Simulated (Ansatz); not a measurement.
TlCl (CsCl type), relaxed with LDA (Ansatz, a first-principles code, plane waves, PAW): a = 3.694 Å, b = 3.694 Å, c = 3.694 Å, α = 90.00°, β = 90.00°, γ = 90.00°.

- gap (eV): 1.57
- ΔH_f (eV/atom): -0.90
- B₀ by P(V) fit (GPa): 37.6
- electron conductivity mass (mₑ): 0.19

Problem. The same phase is relaxed and computed with PBE in the same code. What are the cell and these values now?

Solution. a = b = c = 3.900 Å, α = β = γ = 90.00°.

- gap (eV) = 2.20
- ΔH_f (eV/atom) = -0.98
- B₀ by P(V) fit (GPa) = 22.1
- electron conductivity mass (mₑ) = 0.25

All cells were relaxed under the symmetry of their starts (and spin orders); stability against distortions was not tested throughout. Spin–orbit coupling is left out wherever it is not named.

Potentials: the later of the program's two PAW sets.

Ansatz is a plane-wave DFT program.

Formation energies count from the lowest solids of the elements computed at the same level, not from gases.
